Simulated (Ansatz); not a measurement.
GaBi:
```
GaBi
1.0
    3.40099     0.00000     0.00000
    0.00000     3.40099     0.00000
    0.00000     0.00000     4.63411
Ga Bi
1 1
Direct
  0.50000   0.50000   0.50000
  0.00000   0.00000   0.00000
```

Relaxed with PBE. Special points in fractions of this cell's reciprocal vectors: Γ (0.000, 0.000, 0.000); X (0.000, 0.500, 0.000); M (0.500, 0.500, 0.000); Z (0.000, 0.000, 0.500); R (0.000, 0.500, 0.500); A (0.500, 0.500, 0.500).

### Question
List the band energies nearest the Fermi level at these points for DFT-PBE in the program Ansatz with PAW potentials.

### Answer
In eV from the Fermi level; about four levels below and three above (degenerate sets whole), none deeper than 8.9 eV; points with the same levels are listed once.

```
k                          below             above
-  -----------------------------  ----------------
Γ                    -4.87 -3.13    1.80 1.80 5.23
X              -6.79 -0.56 -0.26    0.00 1.39 4.27
M              -3.61 -3.61 -3.59    1.55 2.80 2.80
Z                          -7.91    2.89 2.91 2.91
R              -5.10 -4.80 -3.90    4.60 6.13 6.17
A  -2.53 -2.53 -0.53 -0.27 -0.27  0.61 11.74 11.91
```

Space group P4/mmm (L1₀ or tetragonal B2). The cell is a constructed one: a structure type filled with these elements; neither database checked (COD, Materials Project) lists it. Its standing as an ambient phase is unchecked. The PBE relaxation kept the symmetry of its start; whether a distortion lowers the energy is not shown. Spin–orbit coupling is left out wherever it is not named.

Potentials: the later of the program's two PAW sets.
